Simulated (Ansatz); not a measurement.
Level of theory: Ansatz 0.2.0, DFT PBE, scalar-relativistic, plane waves, PAW. Settings: cutoff 420 eV, Γ-centred meshes spaced at most about 0.3 Å⁻¹, and about 0.25 Å⁻¹ or finer for metals (2π included), Gaussian smearing. No spin polarisation in the final relaxations.

Temperature and zero-point effects are left out. All come from trial cells, and lower structures may exist.

Problem. Which of these relaxed structures of ReS3 is the lowest in energy?
A.

```cif
data_structure
_symmetry_space_group_name_H-M 'Im-3m'
_symmetry_Int_Tables_number 229
_cell_length_a 4.9226
_cell_length_b 4.9226
_cell_length_c 4.9226
_cell_angle_alpha 90.000
_cell_angle_beta 90.000
_cell_angle_gamma 90.000
_cell_volume 119.28
loop_
_atom_site_label
_atom_site_type_symbol
_atom_site_symmetry_multiplicity
_atom_site_Wyckoff_symbol
_atom_site_fract_x
_atom_site_fract_y
_atom_site_fract_z
_atom_site_occupancy
Re1 Re 2 a 0.00000 0.00000 0.00000 1
S1 S 6 b 0.50000 0.00000 0.00000 1
```

B.

```cif
data_structure
_symmetry_space_group_name_H-M 'I4/mmm'
_symmetry_Int_Tables_number 139
_cell_length_a 4.1249
_cell_length_b 4.1249
_cell_length_c 6.6248
_cell_angle_alpha 90.000
_cell_angle_beta 90.000
_cell_angle_gamma 90.000
_cell_volume 112.72
loop_
_atom_site_label
_atom_site_type_symbol
_atom_site_symmetry_multiplicity
_atom_site_Wyckoff_symbol
_atom_site_fract_x
_atom_site_fract_y
_atom_site_fract_z
_atom_site_occupancy
Re1 Re 2 a 0.00000 0.00000 0.00000 1
S1 S 4 d 0.00000 0.50000 0.25000 1
S2 S 2 b 0.50000 0.50000 0.00000 1
```

C.

```cif
data_structure
_symmetry_space_group_name_H-M 'P4/mmm'
_symmetry_Int_Tables_number 123
_cell_length_a 2.8390
_cell_length_b 2.8390
_cell_length_c 9.5041
_cell_angle_alpha 90.000
_cell_angle_beta 90.000
_cell_angle_gamma 90.000
_cell_volume 76.60
loop_
_atom_site_label
_atom_site_type_symbol
_atom_site_symmetry_multiplicity
_atom_site_Wyckoff_symbol
_atom_site_fract_x
_atom_site_fract_y
_atom_site_fract_z
_atom_site_occupancy
Re1 Re 1 a 0.00000 0.00000 0.00000 1
S1 S 1 b 0.00000 0.00000 0.50000 1
S2 S 2 h 0.50000 0.50000 0.15660 1
```

D.

```cif
data_structure
_symmetry_space_group_name_H-M 'P6_3/mmc'
_symmetry_Int_Tables_number 194
_cell_length_a 9.8477
_cell_length_b 9.8477
_cell_length_c 2.8600
_cell_angle_alpha 90.000
_cell_angle_beta 90.000
_cell_angle_gamma 120.000
_cell_volume 240.20
loop_
_atom_site_label
_atom_site_type_symbol
_atom_site_symmetry_multiplicity
_atom_site_Wyckoff_symbol
_atom_site_fract_x
_atom_site_fract_y
_atom_site_fract_z
_atom_site_occupancy
Re1 Re 2 d 0.33333 0.66667 0.75000 1
S1 S 6 h 0.22426 0.44853 0.25000 1
```

Solution. D. It has space group P6_3/mmc (No. 194); the next, C, with space group P4/mmm (No. 123), lies 0.35 eV/atom higher. Counting S atoms around Re (those within 1.25 times the shortest such distance or 1.15 times the sum of covalent radii), the lowest has Re 6 and the next has Re 8.

No dispersion correction is applied, so the spacing and binding between layers, chains or molecules are poorly described (P6_3/mmc, P4/mmm), and this can change margins and order among such cells. Spin–orbit coupling, which can matter for Re, is left out. In P4/mmm, Im-3m, I4/mmm an odd number of electrons in the primitive cell allows no gap without spin; a larger cell or a magnetic state could open one. With atoms moved at random, P4/mmm came back. Other cells relaxed within their symmetry can be saddle points. Some types were kept out of the candidates beforehand, so the set may lack a known form.
